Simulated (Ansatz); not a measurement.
With plane-wave PAW r²SCAN (Ansatz code), AlN in the cubic phase (Pm-3n; Al on 6d, N on 6c) relaxes to a = 5.328 Å. Against the elements it lies at -1.49 eV/atom, with no fitted shifts.

It is gapped at this level: 3.01 eV (direct). The valence maximum lies at Γ and the conduction minimum at Γ. HSE06 on the same cell gives 3.95 eV. The electron mass is 0.33 mₑ (isotropic).

The bulk modulus is 170 GPa. The relaxed-ion elastic constants in GPa are C11 = 369, C12 = 71.2, C44 = 52.8. The elastic constants imply a Debye temperature near 783 K. Bader charges are Al +2.49, N -2.49 e.

The start of the workflow was typed in or built on a structure type; neither database checked (COD, Materials Project) lists it. It is not the phase usual at ambient conditions (space group No. 186, 216). The cell was relaxed with r²SCAN under the symmetry of its start; its stability against distortions is not shown here. The references are the lowest solids computed at this level, not always the standard phases (solids in place of the gases).

Potentials: the earlier of the program's two PAW sets.
